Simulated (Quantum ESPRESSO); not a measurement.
Kohn-Sham bands of Sn$_{2}$SeS (Pmc2₁)

```
CELL_PARAMETERS angstrom
      4.03850     0.00000     0.00000
      0.00000     4.65176     0.00000
      0.00000     0.00000    11.48963
ATOMIC_POSITIONS crystal
  Sn 0.00000 0.10539 0.61744
  Sn 0.00000 0.89461 0.11744
  Sn 0.50000 0.35857 0.37707
  Sn 0.50000 0.64143 0.87707
  Se 0.00000 0.75679 0.35275
  Se 0.00000 0.24321 0.85275
  S  0.50000 0.74453 0.65274
  S  0.50000 0.25547 0.15274
```

Cell from Materials Project (mp-1218960), symmetrised, no further relaxation. Not found in the COD (Crystallography Open Database) copy used; not checked further. Level: PBEsol, no spin polarisation, no spin-orbit coupling; pw.x of Quantum ESPRESSO at 69 Ry with PseudoDojo potentials, 4×4×4 k-points, Wannier90. Density: 8×8×4 mesh, Gaussian smearing 0.01 Ry. The cell is built of weakly bound layers, chains or molecules, whose nearest atoms lie 3.45 Å apart. Database cells relaxed without dispersion often hold them too far apart, which can enlarge gaps and weakens couplings between them; spacing and stacking were not compared with the measured crystal. Spin-orbit coupling is left out although heavy elements are present.

### Question
List the Kohn-Sham levels between −8 and 3.7 eV relative to the valence-band maximum at the high-symmetry points, as a band run of pw.x on that density gives them (levels within 2 meV counted together).

### Answer
| point | k (reciprocal lattice) | levels (eV) |
|---|---|---|
| Γ | 0.000 0.000 0.000 | -7.29, -6.45, -5.49, -4.87, -4.71, -3.56, -3.23, -3.20, -3.18, -2.87, -2.05, -1.97, -1.61, -1.16, -0.70, -0.37, 0.99, 2.27, 2.50, 2.82, 3.09, 3.47, 3.49 |
| X | 0.500 0.000 0.000 | -7.55, -7.51, -7.03, -7.00, -3.66, -3.37, -2.88, -2.66, -2.57, -2.39, -2.07, -2.00, -1.41, -1.15, -1.04, -0.95, 0.92, 1.13, 1.25, 1.45, 1.89, 2.29, 2.46, 3.05, 3.31 |
| S | 0.500 0.500 0.000 | -7.04, -6.93, -6.83, -6.76, -4.75, -4.62, -4.30, -3.97, -3.63, -3.45, -3.29, -3.00, -2.14, -2.13, -1.55, -1.10, 2.48, 2.59, 2.75, 2.89 |
| Y | 0.000 0.500 0.000 | -7.86, -7.65, -6.63, -6.49, -3.71, -3.52, -2.47, -2.45, -1.78, -1.78, -1.62, -1.57, -1.19, -0.90, -0.49, 0.00, 1.28, 1.38, 1.80, 1.89, 2.30, 2.44, 2.63, 3.01 |
| Z | 0.000 0.000 0.500 | -6.99 (×2), -5.05 (×2), -4.23 (×2), -3.06 (×2), -2.89 (×2), -2.02 (×2), -1.80 (×2), -0.59 (×2), 2.19 (×2), 2.52 (×2) |
| U | 0.500 0.000 0.500 | -7.31 (×2), -7.28 (×2), -3.19 (×2), -2.90 (×2), -2.37 (×2), -2.24 (×2), -1.42 (×2), -1.18 (×2), 1.23 (×2), 1.58 (×2), 2.23 (×2), 2.68 (×2) |
| R | 0.500 0.500 0.500 | -6.99 (×2), -6.80 (×2), -4.34 (×2), -4.28 (×2), -3.72 (×2), -3.52 (×2), -1.58 (×2), -1.34 (×2), 2.44 (×2), 2.45 (×2) |
| T | 0.000 0.500 0.500 | -7.69 (×2), -6.71 (×2), -2.95 (×2), -2.54 (×2), -2.46 (×2), -1.78 (×2), -0.85 (×2), -0.20 (×2), 1.37 (×2), 1.83 (×2), 2.40 (×2), 3.31 (×2) |
